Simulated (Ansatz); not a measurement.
## AlIn3As4: stable or not

It was reached by relaxing an invented guess, and it needn't be the stable form of this composition.

These are results of DFT PBE, scalar-relativistic, plane waves, PAW in Ansatz 0.2.0, not measurements. Plane waves to 420 eV, a 6×6×6 mesh through Γ for the 8-atom cell and 0.10 eV Gaussian smearing; no spin polarisation.

```
CELL_PARAMETERS angstrom
6.06417 0.00000 0.00000
0.00000 6.06417 0.00000
0.00000 0.00000 6.06417
ATOMIC_POSITIONS crystal
Al 0.50000 0.50000 0.50000
In 0.00000 0.00000 0.50000
In 0.00000 0.50000 0.00000
In 0.50000 0.00000 0.00000
As 0.26104 0.26104 0.26104
As 0.26104 0.73896 0.73896
As 0.73896 0.26104 0.73896
As 0.73896 0.73896 0.26104
```

Formation energies are uncorrected and refer to the elements' standard structures at the same level.

Q: These tests were run: energy against the elements; phonons at Γ; elastic tensor. What do they show?

A:

| test | result |
| --- | --- |
| energy against the elements | −0.29 eV/atom |
| phonons at Γ | lowest optical mode 50 cm⁻¹ |
| elastic tensor | least eigenvalue 37 GPa |

It fails none of these tests. Other phases of the system weren't compared here, so this isn't yet thermodynamic stability. Phonons away from Γ weren't computed.

The reference form of As is held partly by dispersion forces, which this level lacks. The run for the phonons used a 6×6×6 k mesh and Fermi–Dirac smearing of 0.15 eV. The run for the elastic tensor used a 6×6×6 k mesh and Fermi–Dirac smearing of 0.15 eV.
